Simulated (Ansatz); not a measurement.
Ca₄Bi₂O:
```
Ca4Bi2O
1.0
   -2.36725     2.36725     8.25821
    2.36725    -2.36725     8.25821
    2.36725     2.36725    -8.25821
Ca Bi O
4 2 1
Direct
  0.33687   0.33687   0.00000
  0.66313   0.66313   0.00000
  0.50000   0.00000   0.50000
  0.00000   0.50000   0.50000
  0.14046   0.14046   0.00000
  0.85954   0.85954   0.00000
  0.50000   0.50000   0.00000
```

Relaxed with r²SCAN. Special points in fractions of this cell's reciprocal vectors: Γ (0.000, 0.000, 0.000); X (0.000, 0.000, 0.500); P (0.250, 0.250, 0.250); N (0.000, 0.500, 0.000); M (0.500, 0.500, -0.500); S (0.271, 0.729, -0.271); S0 (-0.271, 0.271, 0.271); R (-0.041, 0.041, 0.500); G (0.500, 0.500, -0.041).

**Question.** List the band energies nearest the valence-band maximum at these points for r²SCAN with spin–orbit coupling (plane waves, PAW; program Ansatz).

**Answer.** In eV from the valence-band maximum; about four levels below and three above (degenerate sets whole), none deeper than 8.9 eV; points with the same levels are listed once.

```tsv
k	below	above
Γ	-0.03 -0.03 0.00 0.00	1.11 1.11 1.23 1.23
X	-1.69 -1.69 -1.47 -1.47	1.16 1.16 1.52 1.52
P	-1.73 -1.73 -1.49 -1.49	1.33 1.33 1.34 1.34
N	-1.29 -1.29 -1.03 -1.03	1.73 1.73 2.01 2.01
M	-0.80 -0.80 -0.37 -0.37	0.68 0.68 1.06 1.06
S	-1.27 -1.27 -1.00 -1.00	1.65 1.65 2.06 2.06
R	-1.69 -1.69 -1.47 -1.47	1.18 1.18 1.56 1.56
```

Space group I4/mmm. The first step of the workflow began from a Materials Project structure, measured or hypothetical; the Crystallography Open Database copy checked does not list it. Whether it is the stable phase at ambient conditions was not checked. The r²SCAN relaxation kept the symmetry of its start; its stability against distortions is not shown here.

Potentials: the later of the program's two PAW sets.
